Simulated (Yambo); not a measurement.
One stored BSE kernel of dimension 1944 for BaTiO₃ (cubic perovskite, space group Pm-3m, No. 221) (Yambo, PBEsol bands; 6×6×6 mesh, 3 valence and 3 conduction bands, static screening with 42 bands and a 3 Ry block, scissor 1.45 eV, Tamm-Dancoff; broadening 0.15 eV; field along x), solved in several ways.

```json
[
 {"solver": "Haydock, threshold 2 %", "iterations": "4", "largest change of Im ε (% of its maximum)": "84", "rough time": "within a factor of two"},
 {"solver": "Haydock, threshold 0.5 %", "iterations": "7", "largest change of Im ε (% of its maximum)": "34", "rough time": "within a factor of two"},
 {"solver": "Haydock, threshold 0.1 %", "iterations": "14", "largest change of Im ε (% of its maximum)": "5.7", "rough time": "within a factor of two"},
 {"solver": "Haydock, threshold 0.005 %", "iterations": "24", "largest change of Im ε (% of its maximum)": "0.5", "rough time": "1"},
 {"solver": "SLEPc, lowest 10 states", "iterations": "–", "largest change of Im ε (% of its maximum)": "no full spectrum", "rough time": "within a factor of two"},
 {"solver": "SLEPc, lowest 60 states", "iterations": "–", "largest change of Im ε (% of its maximum)": "no full spectrum", "rough time": "within a factor of two"},
 {"solver": "full diagonalisation", "iterations": "–", "largest change of Im ε (% of its maximum)": "reference", "rough time": "about 10×"}
]
```

Haydock gives the spectrum without eigenstates, SLEPc the lowest states alone, full diagonalisation everything at a cost that grows as the cube of the dimension. Times include reading the kernel. Times are rough ratios from shared machines. Mesh and scissor weren't tested; the rows compare only with each other.

Geometry of the Materials Project entry, not relaxed at this level; primitive cell a = b = c = 4.0077 Å, α = β = γ = 90.00°.

This is not the ordinary phase of the substance.
